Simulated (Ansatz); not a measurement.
LiTaO3:
```xyz
5
Lattice="3.9199 0.0000 0.0000 0.0000 3.9199 0.0000 0.0000 0.0000 4.0024" Properties=species:S:1:pos:R:3 pbc="T T T"
Ta     1.9600     1.9600     1.6374
Li     0.0000     0.0000     0.6041
O      1.9600     1.9600     3.4672
O      1.9600     0.0000     1.3601
O      0.0000     1.9600     1.3601
```

x, y and z are the axes in which the lattice vectors are written.

**Question.** Give the proper piezoelectric stress tensor with relaxed ions from PBEsol (plane waves, PAW; program Ansatz).

**Answer.** In C/m², rows x, y, z, Voigt columns; mesh uncertainty up to 0.01.
```
0.00  0.00  0.00  0.00  1.30  0.00
0.00  0.00  0.00  1.30  0.00  0.00
0.07  0.07  3.54  0.00  0.00  0.00
```

The elastic tensor of the same run (GPa):

```
      1     2     3     4     5     6
-  ----  ----  ----  ----  ----  ----
1   350  45.0  98.2   0.0   0.0   0.0
2  45.0   350  98.2   0.0   0.0   0.0
3  98.2  98.2   238   0.0   0.0   0.0
4   0.0   0.0   0.0  46.2   0.0   0.0
5   0.0   0.0   0.0   0.0  46.2   0.0
6   0.0   0.0   0.0   0.0   0.0  97.9
```

**Question.** Convert to strain constants d = e·S.

**Answer.** In pC/N:
```
 0.0   0.0   0.0   0.0  28.2   0.0
 0.0   0.0   0.0  28.2   0.0   0.0
-4.4  -4.4  18.6   0.0   0.0   0.0
```

Space group P4mm. The start of the workflow was typed in or built on a structure type; neither database checked (COD, Materials Project) lists it. It is not the phase usual at ambient conditions (space group No. 161). The PBEsol relaxation kept the symmetry of its start. At this level the phase is dynamically unstable (imaginary phonons). The run is not spin-polarised. Signs of piezoelectric constants follow the polarity of the cell as given. Scalar-relativistic: spin–orbit coupling is off unless named, which matters more the heavier the elements.

Potentials: the later of the program's two PAW sets.
